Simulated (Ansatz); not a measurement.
CdS (wurtzite): map of one atom of the cell

Relaxed CdS (wurtzite):

```xyz
4
Lattice="4.1962 0.0000 0.0000 -2.0981 3.6340 0.0000 0.0000 0.0000 6.8295" Properties=species:S:1:pos:R:3 pbc="T T T"
Cd     0.0000     2.4227     6.8238
Cd     2.0981     1.2113     3.4091
S      0.0000     2.4227     2.5654
S      2.0981     1.2113     5.9802
```

Two-dimensional scan of atom 1 (Cd, nearest neighbour S at 2.565 Å; its periodic images, 4.2 Å or more away, move with it): u runs along (1.000, 0.000, 0.000), v along (0.000, 1.000, 0.000) (Cartesian). Cell and other atoms are fixed.

These are PBE (plane waves to 420 eV, PAW, scalar-relativistic; Ansatz, a quantum-chemistry and plane-wave program) values and carry that method's errors. k mesh 7×7×4 (Γ-centred), Fermi-Dirac smearing 0.05 eV. E stands for the smeared free energy. Compression counts positive. Points where atoms come too close for the PAW data are left out (x in tables, blank in figures). CdS was relaxed with its symmetry unable to fall. ΔE is measured from the undisplaced structure. Axes are in Å.

ΔE (eV/cell), with u across and v down:

```tsv
v \ u	-0.850	-0.425	0.000	0.425	0.850
-0.850	x	2.828	0.726	2.828	x
-0.425	x	1.465	0.261	1.465	x
0.000	2.486	0.450	0.000	0.450	2.486
0.425	0.857	0.611	0.648	0.611	0.857
0.850	2.197	x	x	x	2.197
```

P (GPa), with u across and v down:

```tsv
v \ u	-0.850	-0.425	0.000	0.425	0.850
-0.850	x	10.8	3.1	10.8	x
-0.425	x	6.2	1.3	6.2	x
0.000	9.8	2.1	0.0	2.1	9.8
0.425	3.4	2.8	2.9	2.8	3.4
0.850	8.1	x	x	x	8.1
```

Summary:

Lowest place on the grid: u = 0.000 Å, v = 0.000 Å (0 meV/cell).

The 25 points together took about 10 core-minutes (a rough figure).

(A displaced cell: forces are minus the slopes of the energy, force constants its curvatures, and phonons follow from these.)
